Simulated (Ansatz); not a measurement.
This run works on a proposed trial structure, not on a known crystal.

Input and command of a plane-wave DFT calculation in Ansatz:

```yaml
crystal:
  lattice:
    - [2.8806289403, -5.5051179542, -0.0018613163]
    - [2.8806289403, 5.5051179542, -0.0018613163]
    - [-2.0080233, 0.0, 5.2342029382]
  atoms:
    - { symbol: Ga, position: [0.235957937, 0.7635305499, 0.496278496] }
    - { symbol: Ga, position: [0.7635305499, 0.235957937, 0.996278496] }
    - { symbol: Ga, position: [0.9191401964, 0.0885229199, 0.4967354549] }
    - { symbol: Ga, position: [0.0885229199, 0.9191401964, 0.9967354549] }
    - { symbol: Sb, position: [0.3963869202, 0.5978187981, 0.0146961364] }
    - { symbol: Sb, position: [0.5978187981, 0.3963869202, 0.5146961364] }
    - { symbol: "N", position: [0.0884352942, 0.6359472587, 0.1186506013] }
    - { symbol: "N", position: [0.6359472587, 0.0884352942, 0.6186506013] }
    - { symbol: "N", position: [0.4896336461, 0.2148888157, 0.1314614893] }
    - { symbol: "N", position: [0.2148888157, 0.4896336461, 0.6314614893] }
    - { symbol: "N", position: [0.9878365867, 0.8319010772, 0.6171778222] }
    - { symbol: "N", position: [0.8319010772, 0.9878365867, 0.1171778222] }
basis:
  ecutwfc: 500
kpoints:
  mp_grid: { grid: [6, 6, 6] }
hamiltonian:
  xc: r2scan
scf:
  occupations: { method: gaussian, width: 0.02 }
output:
  forces: true
  stress: true
  eigenvalues: true
```

```bash
ansatz run input.yaml --threads 1 --pin off --max-ram 2560MiB --backend cpu --events-out ev --progress --plain --runs-dir out
```

Processor: Intel(R) Xeon(R) Platinum 8375C CPU @ 2.90GHz (Ice Lake), 1 thread, on a host shared with other jobs.

Task: How long does it run, and how much memory does it take?

Result: About 110 s, peak memory 1.2 GiB. It solves 68 bands at 68 k points (after reduction by symmetry) with about 4235 plane waves, in 9 SCF iterations.
